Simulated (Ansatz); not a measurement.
**Question.** Name crystals whose computed values (r²SCAN (plane waves, PAW; program Ansatz)) fall in these windows: gap (eV) 2.6 to 3.4; electron conductivity mass (mₑ) 0.45 to 0.57.

**Answer.** 

```tsv
crystal	gap (eV)	electron conductivity mass (mₑ)
MnF2, Pbcn (Mn on 4c, F on 8d)	3.03	0.52
Ba2H3I, P-3m1 (Ba on 2d, H on 2d, H on 1b, I on 1a)	2.74	0.48
MnF2, rutile	3.00	0.53
KTl2CrF6, Fm-3m (K on 4b, Cr on 4a, Tl on 8c, F on 24e)	2.81	0.52
SnF3, Fm-3m (Sn on 4b, Sn on 4a, F on 24e)	3.38	0.50
```
Others may fit too.

Spin orders computed, not proven ground states: MnF2, Pbcn (Mn on 4c, F on 8d) antiferromagnetic; MnF2, rutile antiferromagnetic; KTl2CrF6, Fm-3m (K on 4b, Cr on 4a, Tl on 8c, F on 24e) ferromagnetic. Standing as an ambient phase not checked: MnF2, Pbcn (Mn on 4c, F on 8d); Ba2H3I, P-3m1 (Ba on 2d, H on 2d, H on 1b, I on 1a); KTl2CrF6, Fm-3m (K on 4b, Cr on 4a, Tl on 8c, F on 24e); SnF3, Fm-3m (Sn on 4b, Sn on 4a, F on 24e). All cells were relaxed under the symmetry of their starts (and spin orders); stability against distortions was not tested throughout. No Hubbard U is applied. Spin–orbit coupling is left out wherever it is not named.

Potentials: the later of the program's two PAW sets.
